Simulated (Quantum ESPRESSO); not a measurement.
```
MgTe
1.0
    4.18175     0.00000     0.00000
   -2.09087     3.62150     0.00000
    0.00000     0.00000     6.80891
Mg Te
2 2
Direct
  0.00000   0.00000   0.50000
  0.00000   0.00000   0.00000
  0.33333   0.66667   0.25000
  0.66667   0.33333   0.75000
```

Cell and atoms were relaxed with PBEsol from Materials Project entry mp-1017510, within its symmetry.

**Question.** What does PBEsol (pw.x of Quantum ESPRESSO, ONCV potentials, with spin-orbit coupling) give for the electronic structure near the Fermi level?

**Answer.** The PBEsol gap is indirect, 0.59 eV, from Γ to K; the smallest direct gap is 1.69 eV. 

This is not the ordinary phase of the substance; no match was found in the copy of COD used, and its stability was not checked.
